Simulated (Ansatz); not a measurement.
HgSe (zinc blende, space group No. 216) at seven volumes, DFT-PBEsol in the program Ansatz with PAW potentials, scaled uniformly. One row is withheld.

```csv
V (Å³/atom),P (GPa)
26.239,6.16
27.104,?
27.969,1.70
28.834,0.00
29.699,-1.42
30.564,-2.59
31.429,-3.58
```

Problem. Fit the shown pressures and predict the withheld one.

Solution. P = (3/2)B₀(x^(7/2) − x^(5/2))[1 + (3/4)(B′ − 4)(x − 1)] with x = (V₀/V)^(2/3). Least squares on the six rows gives V₀ = 28.835 Å³/atom, B₀ = 51.5 GPa, B′ = 5.01. At V = 27.104, x = 1.0421 and P = 3.72 GPa. The run itself gave 3.73 GPa.

Space group F-43m (zinc blende). Symmetry was held in the PBEsol relaxation. Spin–orbit coupling is left out wherever it is not named.

Potentials: the later of the program's two PAW sets.
